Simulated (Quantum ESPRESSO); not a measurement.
# In2GaAlP4: input and log of a self-consistent run

A calculation, not a measurement. The program is pw.x of Quantum ESPRESSO 7.5 (plane-wave density functional theory). The cell is made up: 8 atoms on a zincblende/diamond lattice, with randomly drawn elements, strain and displacements, not relaxed. PseudoDojo standard norm-conserving files (v0.5 for PBE, v0.4.1 for LDA and PBEsol) set the functional; there is no spin polarisation, spin-orbit coupling or dispersion term, and the masses in the input are unused placeholders.

Input:

```
&control calculation='scf', pseudo_dir='./dojo.nc.sr.pbe.v0_5.standard.upf', outdir='./o', disk_io='medium', tprnfor=.true., tstress=.true. /
&system ibrav=0, nat=8, ntyp=4, nbnd=37, ecutwfc=79.96652505, nosym=.true., tot_charge=0,
 occupations='smearing', smearing='fd', degauss=0.0018374661
/
&electrons conv_thr=7.350e-09, electron_maxstep=60, /
ATOMIC_SPECIES
Al 1.0 Al.upf
Ga 1.0 Ga.upf
In 1.0 In.upf
P 1.0 P.upf
CELL_PARAMETERS angstrom
5.7109 -0.0529 0.038
-0.0529 5.7264 -0.079
0.0373 -0.0775 5.8118
ATOMIC_POSITIONS angstrom
In -0.0006 0.0376 0.1147
Ga 0.0898 2.7246 2.9562
In 2.8516 -0.0261 2.8455
Al 2.5949 2.7648 0.0164
P 1.2937 1.3864 1.3681
P 1.3882 4.1488 4.1915
P 4.3025 1.1999 4.4602
P 4.2847 4.2821 1.6052
K_POINTS automatic
4 4 4 1 1 1
```

The log is shortened where brackets say so; the opening notice, blank lines, dates and the lines on written files are dropped, and the path of the files is cut. It prints rydbergs, bohrs and kilobars, and counts compression as positive stress.

```
     Program PWSCF v.7.5
     Parallel version (MPI & OpenMP), running on       1 processor cores
     Number of MPI processes:                 1
     Threads/MPI process:                     1
     [start-up lines left out]
     bravais-lattice index     =            0
     lattice parameter (alat)  =      10.7927  a.u.
     unit-cell volume          =    1282.2083 (a.u.)^3
     number of atoms/cell      =            8
     number of atomic types    =            4
     number of electrons       =        62.00
     number of Kohn-Sham states=           37
     kinetic-energy cutoff     =      79.9665  Ry
     charge density cutoff     =     319.8661  Ry
     scf convergence threshold =      7.3E-09
     mixing beta               =       0.7000
     number of iterations used =            8  plain     mixing
     Exchange-correlation= PBE
                           (   1   4   3   4   0   0   0)
     [axes and pseudopotential details left out]
   Cartesian axes
     site n.     atom                  positions (alat units)
         1        In     tau(   1) = (  -0.0001051   0.0065835   0.0200831  )
         2        Ga     tau(   2) = (   0.0157233   0.4770566   0.5176080  )
         3        In     tau(   3) = (   0.4992934  -0.0045699   0.4982253  )
         4        Al     tau(   4) = (   0.4543472   0.4840954   0.0028715  )
         5        P      tau(   5) = (   0.2265170   0.2427481   0.2395439  )
         6        P      tau(   6) = (   0.2430632   0.7264232   0.7338996  )
         7        P      tau(   7) = (   0.7533349   0.2100933   0.7809470  )
         8        P      tau(   8) = (   0.7502182   0.7497630   0.2810583  )
     number of k points=    32  Fermi-Dirac smearing, width (Ry)=  0.0018
                       cart. coord. in units 2pi/alat
        k(    1) = (   0.1253662   0.1275349   0.1237339), wk =   0.0625000
        k(    2) = (   0.1237624   0.1309101   0.3694649), wk =   0.0625000
     [further k points left out]
     Dense  grid:   123903 G-vectors     FFT dimensions: (  64,  64,  64)
     Estimated max dynamical RAM per process >     164.67 MB
     Initial potential from superposition of free atoms
     starting charge      61.9865, renormalised to      62.0000
     Starting wfcs are   47 randomized atomic wfcs
     total cpu time spent up to now is       21.0 secs
     per-process dynamical memory:    96.6 Mb
     Self-consistent Calculation
     iteration #  1     ecut=    79.97 Ry     beta= 0.70
     Davidson diagonalization with overlap
     ethr =  1.00E-02,  avg # of iterations =  4.0
     Threshold (ethr) on eigenvalues was too large:
     Diagonalizing with lowered threshold
     Davidson diagonalization with overlap
     ethr =  6.36E-04,  avg # of iterations =  2.0
     total cpu time spent up to now is       96.3 secs
     total energy              =    -478.74799983 Ry
     estimated scf accuracy    <       0.40129553 Ry
     iteration #  2     ecut=    79.97 Ry     beta= 0.70
     Davidson diagonalization with overlap
     ethr =  6.47E-04,  avg # of iterations =  2.4
     total cpu time spent up to now is      135.1 secs
     total energy              =    -478.85157760 Ry
     estimated scf accuracy    <       0.12172775 Ry
     iteration #  3     ecut=    79.97 Ry     beta= 0.70
     Davidson diagonalization with overlap
     ethr =  1.96E-04,  avg # of iterations =  2.8
     total cpu time spent up to now is      172.6 secs
     total energy              =    -478.87344133 Ry
     estimated scf accuracy    <       0.00807898 Ry
     iteration #  4     ecut=    79.97 Ry     beta= 0.70
     Davidson diagonalization with overlap
     ethr =  1.30E-05,  avg # of iterations = 10.8
     total cpu time spent up to now is      234.4 secs
     total energy              =    -478.87581398 Ry
     estimated scf accuracy    <       0.00295802 Ry
     iteration #  5     ecut=    79.97 Ry     beta= 0.70
     Davidson diagonalization with overlap
     ethr =  4.77E-06,  avg # of iterations =  3.5
     total cpu time spent up to now is      280.8 secs
     total energy              =    -478.87632802 Ry
     estimated scf accuracy    <       0.00017065 Ry
     iteration #  6     ecut=    79.97 Ry     beta= 0.70
     Davidson diagonalization with overlap
     ethr =  2.75E-07,  avg # of iterations =  3.5
     total cpu time spent up to now is      327.8 secs
     total energy              =    -478.87635975 Ry
     estimated scf accuracy    <       0.00002585 Ry
     iteration #  7     ecut=    79.97 Ry     beta= 0.70
     Davidson diagonalization with overlap
     ethr =  4.17E-08,  avg # of iterations =  3.5
     total cpu time spent up to now is      373.6 secs
     total energy              =    -478.87636754 Ry
     estimated scf accuracy    <       0.00000157 Ry
     iteration #  8     ecut=    79.97 Ry     beta= 0.70
     Davidson diagonalization with overlap
     ethr =  2.54E-09,  avg # of iterations =  4.2
     total cpu time spent up to now is      433.9 secs
     total energy              =    -478.87636808 Ry
     estimated scf accuracy    <       0.00000047 Ry
     iteration #  9     ecut=    79.97 Ry     beta= 0.70
     Davidson diagonalization with overlap
     ethr =  7.62E-10,  avg # of iterations =  2.2
     total cpu time spent up to now is      481.9 secs
     total energy              =    -478.87636821 Ry
     estimated scf accuracy    <       0.00000002 Ry
     iteration # 10     ecut=    79.97 Ry     beta= 0.70
     Davidson diagonalization with overlap
     ethr =  3.10E-11,  avg # of iterations =  4.7
     total cpu time spent up to now is      539.9 secs
     total energy              =    -478.87636822 Ry
     estimated scf accuracy    <       0.00000001 Ry
     iteration # 11     ecut=    79.97 Ry     beta= 0.70
     Davidson diagonalization with overlap
     ethr =  1.85E-11,  avg # of iterations =  2.0
     total cpu time spent up to now is      581.1 secs
     End of self-consistent calculation
     [lines on levels left out]
!    total energy              =    -478.87636822 Ry
     estimated scf accuracy    <          1.7E-09 Ry
     smearing contrib. (-TS)   =      -0.00000000 Ry
     internal energy E=F+TS    =    -478.87636822 Ry
     The total energy is F=E-TS. E is the sum of the following terms:
     one-electron contribution =    -211.81794274 Ry
     hartree contribution      =     145.70764076 Ry
     xc contribution           =    -140.63315746 Ry
     ewald contribution        =    -272.13290878 Ry
     convergence has been achieved in  11 iterations
     Forces acting on atoms (cartesian axes, Ry/au):
     atom    1 type  3   force =    -0.06016374   -0.10757154   -0.07739761
     atom    2 type  2   force =    -0.06036755   -0.00079368   -0.00532748
     atom    3 type  3   force =    -0.02571246    0.02081675    0.02550616
     atom    4 type  1   force =     0.06847899    0.03510214   -0.02547506
     atom    5 type  4   force =     0.07843808    0.08705243    0.08628034
     atom    6 type  4   force =     0.01347855   -0.01148024    0.05978981
     atom    7 type  4   force =    -0.02635875    0.08582557   -0.00811915
     atom    8 type  4   force =     0.01220688   -0.10895141   -0.05525702
     Total force =     0.285365     Total SCF correction =     0.000097
     Computing stress (Cartesian axis) and pressure
          total   stress  (Ry/bohr**3)                   (kbar)     P=       23.69
   0.00019066   0.00018420   0.00006982           28.05       27.10       10.27
   0.00018420   0.00017959   0.00022927           27.10       26.42       33.73
   0.00006982   0.00022927   0.00011287           10.27       33.73       16.60
     init_run     :     19.20s CPU     20.93s WALL (       1 calls)
     electrons    :    532.19s CPU    560.11s WALL (       1 calls)
     forces       :      8.09s CPU      8.22s WALL (       1 calls)
     stress       :     28.67s CPU     29.82s WALL (       1 calls)
     [timing details left out]
     PWSCF        :   9m48.36s CPU  10m19.54s WALL
     JOB DONE.
```

In other units: free energy -6515.445 eV for the cell, pressure 2.37 GPa, largest force component 2.801 eV/Å. A rerun of the same cell at another strain at 1377 eV and a 6 x 6 x 6 mesh moved values by no more than 0.008 eV in energy, 0.02 GPa in stress and 0.002 eV/Å in force.